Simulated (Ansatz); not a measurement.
## SnSe$_{2}$ (P-3m1), clamped-ion strain scan

These are results of DFT PBE, scalar-relativistic, plane waves, PAW in Ansatz 0.2.0, not measurements. Settings: plane waves to 420 eV, k-mesh 12×12×4 (Γ-centred), Gaussian smearing 0.05 eV. No spin polarisation. Energies are free energies at this smearing, counted from the undisturbed cell; pressure is positive in compression.

The undisturbed cell (relaxed at this level):

```
Sn Se
1.0
     3.87175    0.00000    0.00000
    -1.93587    3.35303    0.00000
     0.00000    0.00000    6.98802
Sn Se
1 2
Direct
  0.00000 0.00000 0.00000
  0.33333 0.66667 0.22815
  0.66667 0.33333 0.77185
```

The cell holds layers and no dispersion correction was added, so their binding is poorly described.

The cell is strained by ε times the Voigt pattern (1, 1, 0, 0, 0, 0) (xx, yy, zz, yz, xz, xy; engineering shear) with fractional coordinates fixed.

```
      ε  ΔE (meV/atom)
-0.0600          104.2
-0.0450           56.1
-0.0300           23.9
-0.0150            5.7
 0.0000            0.0
 0.0150            5.2
 0.0300           19.9
 0.0450           43.1
 0.0525           57.4
 0.0600           73.5
```

(1) Predict the pressure (GPa) at each point.

Results:

(1)
| ε | pressure (GPa) |
| --- | --- |
| -0.0600 | 9.0 |
| -0.0450 | 6.2 |
| -0.0300 | 3.8 |
| -0.0150 | 1.8 |
| 0.0000 | 0.0 |
| 0.0150 | -1.5 |
| 0.0300 | -2.7 |
| 0.0450 | -3.8 |
| 0.0525 | -4.2 |
| 0.0600 | -4.6 |

Cost: 10 runs of about 1.2 core-minutes in all, on Arm Neoverse V2 (shared hosts).